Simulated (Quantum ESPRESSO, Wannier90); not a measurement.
# TlBr (CsCl type), plane waves to Wannier functions

Materials Project entry mp-22875; symmetrised, unrelaxed at this level. COD (Crystallography Open Database) has an entry of this formula and space group (matched by these alone). Method: PBE plane waves in Quantum ESPRESSO 7.5 (PseudoDojo norm-conserving files, 49 Ry, no spin polarisation, no spin-orbit coupling), Bloch states on a 8×8×8 mesh through Γ, Wannier90 4.0.1. Density: 8×8×8 mesh, cold smearing 0.01 Ry. Spin-orbit coupling is left out although heavy elements are present.

Input w.win:

```
num_bands = 15
num_wann = 8
exclude_bands = 2-6
num_iter = 0
conv_tol = 1.0e-6
conv_window = 4
dis_num_iter = 1000
dis_conv_tol = 1.0e-6
dis_froz_max = 8.52
write_hr = true
write_u_matrices = true
begin projections
Tl: s;p
Br: s;p
end projections
begin unit_cell_cart
ang
    3.9999100000    0.0000000000    0.0000000000
    0.0000000000    3.9999100000    0.0000000000
    0.0000000000    0.0000000000    3.9999100000
end unit_cell_cart
begin atoms_frac
Tl   0.0000000000  0.0000000000  0.0000000000
Br   0.5000000000  0.5000000000  0.5000000000
end atoms_frac
mp_grid = 8 8 8
begin kpoints
0.0000000000 0.0000000000 0.0000000000
0.0000000000 0.0000000000 0.1250000000
0.0000000000 0.0000000000 0.2500000000
... (509 more lines: the 8x8x8 mesh through Gamma)
end kpoints
```

On the energy scale of pw.x, whose zero is arbitrary, the valence-band maximum lies at 5.12 eV. Lines of w_hr.dat (R1 R2 R3 m n Re Im, eV) for R = 0 and one of the shortest lattice vectors, rounded to 0.01 eV, lines under 0.02 eV left out; orbitals in order: Tl1 s, Tl1 pz, Tl1 px, Tl1 py, Br2 s, Br2 pz, Br2 px, Br2 py.

```
    0    0    0    1    1     1.48     0.00
    0    0    0    5    1    -0.15     0.00
    0    0    0    6    1     0.32     0.00
    0    0    0    7    1     0.32     0.00
    0    0    0    8    1     0.32     0.00
    0    0    0    2    2     9.50     0.00
    0    0    0    5    2    -0.19     0.00
    0    0    0    6    2     0.27     0.00
    0    0    0    7    2     0.40     0.00
    0    0    0    8    2     0.40     0.00
    0    0    0    3    3     9.50     0.00
    0    0    0    5    3    -0.19     0.00
    0    0    0    6    3     0.40     0.00
    0    0    0    7    3     0.27     0.00
    0    0    0    8    3     0.40     0.00
    0    0    0    4    4     9.50     0.00
    0    0    0    5    4    -0.19     0.00
    0    0    0    6    4     0.40     0.00
    0    0    0    7    4     0.40     0.00
    0    0    0    8    4     0.27     0.00
    0    0    0    1    5    -0.15     0.00
    0    0    0    2    5    -0.19     0.00
    0    0    0    3    5    -0.19     0.00
    0    0    0    4    5    -0.19     0.00
    0    0    0    5    5    -8.17     0.00
    0    0    0    1    6     0.32     0.00
    0    0    0    2    6     0.27     0.00
    0    0    0    3    6     0.40     0.00
    0    0    0    4    6     0.40     0.00
    0    0    0    6    6     3.98     0.00
    0    0    0    1    7     0.32     0.00
    0    0    0    2    7     0.40     0.00
    0    0    0    3    7     0.27     0.00
    0    0    0    4    7     0.40     0.00
    0    0    0    7    7     3.98     0.00
    0    0    0    1    8     0.32     0.00
    0    0    0    2    8     0.40     0.00
    0    0    0    3    8     0.40     0.00
    0    0    0    4    8     0.27     0.00
    0    0    0    8    8     3.98     0.00
   -1    0    0    1    1    -0.12     0.00
   -1    0    0    3    1     0.38     0.00
   -1    0    0    2    2    -0.08     0.00
   -1    0    0    1    3    -0.38     0.00
   -1    0    0    3    3     0.94     0.00
   -1    0    0    6    3     0.03     0.00
   -1    0    0    8    3     0.03     0.00
   -1    0    0    4    4    -0.08     0.00
   -1    0    0    1    5    -0.15     0.00
   -1    0    0    2    5    -0.19     0.00
   -1    0    0    3    5     0.19     0.00
   -1    0    0    4    5    -0.19     0.00
   -1    0    0    7    5     0.07     0.00
   -1    0    0    1    6     0.32     0.00
   -1    0    0    2    6     0.27     0.00
   -1    0    0    3    6    -0.40     0.00
   -1    0    0    4    6     0.40     0.00
   -1    0    0    1    7    -0.32     0.00
   -1    0    0    2    7    -0.40     0.00
   -1    0    0    3    7     0.27     0.00
   -1    0    0    4    7    -0.40     0.00
   -1    0    0    5    7    -0.07     0.00
   -1    0    0    7    7     0.22     0.00
   -1    0    0    1    8     0.32     0.00
   -1    0    0    2    8     0.40     0.00
   -1    0    0    3    8    -0.40     0.00
   -1    0    0    4    8     0.27     0.00
```
